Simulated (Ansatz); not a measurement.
MoPd:
```cif
data_MoPd
_chemical_formula_sum 'Pd1 Mo1'
_space_group_name_H-M_alt 'P 1'
_space_group_IT_number 1
_cell_length_a 2.68266
_cell_length_b 2.68266
_cell_length_c 4.08605
_cell_angle_alpha 90.000
_cell_angle_beta 90.000
_cell_angle_gamma 90.000
loop_
_space_group_symop_operation_xyz
  'x, y, z'
loop_
_atom_site_label
_atom_site_type_symbol
_atom_site_fract_x
_atom_site_fract_y
_atom_site_fract_z
_atom_site_occupancy
Pd1 Pd 0.00000 0.00000 0.00000 1
Mo1 Mo 0.50000 0.50000 0.50000 1
```

Relaxed with PBEsol.

### Question
Which orbitals make up the states near the Fermi level in PBEsol (plane waves, PAW; program Ansatz)?

### Answer
Within 0.5 eV of the Fermi level: Mo 4d 64 %, Pd 4d 29 %. Projections are on Löwdin-orthogonalised atomic valence shells; empty p or d shells of many metals are not among them.

### Question
Tabulate the density of states.

### Answer
States/eV per cell of 2 atoms, in 0.25 eV bins, energy from the Fermi level.

```tsv
E (eV)	total	Pd 4d	Mo 4d	Mo 5s
-7.85	0.01	0.00	0.00	0.01
-7.60	0.07	0.00	0.00	0.06
-7.35	0.10	0.00	0.00	0.08
-7.10	0.13	0.00	0.00	0.11
-6.85	0.16	0.01	0.01	0.13
-6.60	0.21	0.01	0.01	0.16
-6.35	0.28	0.04	0.02	0.18
-6.10	0.78	0.32	0.19	0.22
-5.85	2.06	1.07	0.58	0.30
-5.60	3.00	1.79	0.81	0.30
-5.35	4.36	2.80	1.07	0.38
-5.10	4.00	2.64	1.03	0.23
-4.85	3.42	2.39	0.86	0.10
-4.60	2.50	1.83	0.57	0.04
-4.35	3.19	2.45	0.63	0.04
-4.10	2.79	2.21	0.49	0.04
-3.85	1.92	1.39	0.40	0.06
-3.60	2.91	2.03	0.66	0.09
-3.35	2.60	1.94	0.50	0.06
-3.10	2.45	1.86	0.45	0.05
-2.85	3.41	2.37	0.90	0.07
-2.60	3.37	1.93	1.22	0.13
-2.35	3.23	1.50	1.49	0.15
-2.10	2.65	1.11	1.32	0.13
-1.85	2.62	1.13	1.26	0.13
-1.60	2.30	0.91	1.15	0.14
-1.35	1.94	0.52	1.17	0.15
-1.10	1.95	0.46	1.26	0.13
-0.85	1.34	0.34	0.84	0.08
-0.60	1.07	0.28	0.66	0.06
-0.35	1.82	0.68	1.00	0.06
-0.10	1.53	0.43	0.96	0.06
0.15	2.25	0.57	1.53	0.07
0.40	2.25	0.57	1.54	0.05
0.65	1.54	0.30	1.12	0.04
0.90	1.22	0.17	0.92	0.04
1.15	1.53	0.14	1.23	0.08
1.40	1.61	0.16	1.28	0.09
1.65	2.32	0.28	1.80	0.12
1.90	2.48	0.27	1.89	0.13
2.15	2.57	0.27	1.94	0.14
2.40	1.79	0.18	1.29	0.14
2.65	1.20	0.10	0.77	0.13
2.90	0.93	0.06	0.53	0.11
3.15	0.78	0.04	0.38	0.10
3.40	0.63	0.03	0.22	0.09
3.65	0.59	0.03	0.18	0.08
3.90	0.52	0.02	0.14	0.07
4.15	0.49	0.02	0.12	0.06
4.40	0.47	0.02	0.11	0.05
4.65	0.45	0.01	0.09	0.05
```

Space group P4/mmm (L1₀ or tetragonal B2). The start of the workflow was typed in or built on a structure type; neither database checked (COD, Materials Project) lists it. Whether it is the stable phase at ambient conditions was not checked. The PBEsol relaxation kept the symmetry of its start; its stability against distortions is not shown here. The run is not spin-polarised. Spin–orbit coupling is left out wherever it is not named.

Potentials: the later of the program's two PAW sets.
